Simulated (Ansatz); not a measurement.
**Phase order of TaBi along its cold isotherm**

All-electron LAPW in Ansatz 0.2.0 under LDA, scalar-relativistic, energies extrapolated to zero smearing. Each structure type was compressed from its own relaxed volume, symmetry kept and shape relaxed on PAW files, and E(V) was fitted to energies and pressures; H = E + pV has no temperature or zero-point term. Only these types were tried: rocksalt (Fm-3m, 11×11×11 mesh, 23.17 Å³/atom at rest); CsCl (Pm-3m, 11×11×11 mesh, 20.37 Å³/atom at rest). Spin polarisation is left out. Spin–orbit coupling is left out; Fermi–Dirac smearing is 0.05 to 0.1 eV. Enthalpies carry a few meV/atom of noise from meshes and fits.

Enthalpies against CsCl:

```tsv
p (GPa)	rocksalt (meV/atom)	CsCl (meV/atom)
0	559	0
21	868	0
55	1250	0
100	1650	0
210	2407	0
350	3144	0
520	3845	0
660	4316	0
```

Task: What sequence of phases does this give?

Result: Among the types tried, CsCl is lowest at zero pressure and stays so up to 690 GPa.
